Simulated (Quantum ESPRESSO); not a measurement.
Si6GaN, a curve over one atom's position

Simulated, not a measurement. The program is pw.x of Quantum ESPRESSO 7.5 (plane-wave density functional theory). The cell is made up: 8 atoms on a zincblende/diamond lattice, with randomly drawn elements, strain and displacements, not relaxed. PseudoDojo standard norm-conserving files (v0.5 for PBE, v0.4.1 for LDA and PBEsol) set the functional; there is no spin polarisation, spin-orbit coupling or dispersion term, and the masses in the input are unused placeholders.

Seven runs move atom 1 (Si, counted in the order of the input) along z and keep all else fixed.

Input of the run at -0.0051:

```
&control calculation='scf', pseudo_dir='./dojo.nc.sr.pbe.v0_5.standard.upf', outdir='./o', disk_io='medium', tprnfor=.true., tstress=.true. /
&system ibrav=0, nat=8, ntyp=3, nbnd=31, ecutwfc=84.00895049, nosym=.true., tot_charge=0,
 occupations='smearing', smearing='fd', degauss=0.0073498644
/
&electrons conv_thr=7.350e-09, electron_maxstep=60, /
ATOMIC_SPECIES
Ga 1.0 Ga.upf
N 1.0 N.upf
Si 1.0 Si.upf
CELL_PARAMETERS angstrom
5.3182 0.0 0.0
0.0 5.3182 0.0
0.0 0.0 5.3182
ATOMIC_POSITIONS angstrom
Si -0.0265 -0.0084 -0.0356
Ga -0.0241 2.6603 2.6908
Si 2.6522 -0.1168 2.7083
Si 2.6045 2.6545 0.0354
N 1.3686 1.3701 1.2593
Si 1.3572 3.8565 4.0364
Si 3.9381 1.28 3.9751
Si 3.9667 4.0157 1.3016
K_POINTS automatic
6 6 6 1 1 1
```

```
shift of atom 1 along z (Å)  free energy less that of the input shown (eV)  Fx on atom 1 (eV/Å)  Fy on atom 1 (eV/Å)  Fz on atom 1 (eV/Å)  pressure (GPa)  iterations
                    -0.0912                                         0.1266                1.621                0.552                1.962            1.47          11
                    -0.0577                                         0.0672                1.714                0.734                1.582            1.32          11
                    -0.0404                                         0.0416                1.767                0.829                1.383            1.25          10
                    -0.0180                                         0.0135                1.840                0.955                1.123            1.17          10
                    -0.0051                                         0.0000                1.884                1.029                0.972            1.13          10
                    +0.0684                                        -0.0398                2.171                1.461                0.110            0.95          10
                    +0.1144                                        -0.0324                2.380                1.746               -0.429            0.88          11
```

A cubic fit gives dFz/dz = -11.69 eV/Å² at zero shift. Across the table the free energy follows the integral of the force to within 0.1 meV. A rerun of one of the cells at 1437 eV and a 8 x 8 x 8 mesh moved values by no more than 0.007 eV in energy, 0.03 GPa in stress and 0.009 eV/Å in force.